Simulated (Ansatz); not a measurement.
# NaTiO$_{2}$ (R-3m): electronic heat capacity and spin susceptibility from the density of states

All numbers below come from Ansatz 0.2.0, DFT PBEsol, scalar-relativistic, plane waves, PAW.

Plane waves to 420 eV, a k mesh through Γ of 18×18×18 on the computed 4-atom cell and Gaussian smearing (0.10 eV); no spin polarisation.

Relaxed cell: R-3m, a = 2.952 Å, b = 2.952 Å, c = 16.440 Å, α = 90.00°, β = 90.00°, γ = 120.00°, 4 atoms in the primitive cell. Whether it is the stable form of this composition wasn't checked.

The density of states at the Fermi level is 1.836 states/eV in the cell of 4 atoms (1 formula unit; both spins, tetrahedra on a 27×27×27 mesh).

Task: What Sommerfeld coefficient and Pauli susceptibility does this give?

Result: Per formula unit N(E_F) = 1.836 states/eV. γ = (π²/3) k_B² N(E_F) N_A = 2.357 mJ/(mol K²) per state/eV, so γ = 4.3 mJ/(mol K²), a mole of formula units. χ_P = μ_B² N(E_F) N_A = 3.23×10⁻⁵ emu/mol per state/eV gives 5.9×10⁻⁵ emu/mol. This is the bare band result: a measured γ of the same phase is as a rule larger by a factor 1 + λ from phonons and spin fluctuations, the spin part of χ is larger by the Stoner factor, and a measured χ also holds orbital and core terms. N(E_F) at one energy is sensitive to the mesh where the density of states has sharp peaks.

Spin polarisation was left out, and a magnetic state may lie lower.

A ferromagnetic start lost its moments in a first run, so spin was left out; other magnetic orders weren't tried.

Cost: 1 run of about 1.7 core-minutes, on Intel Xeon Platinum 8488C (Sapphire Rapids) (shared hosts).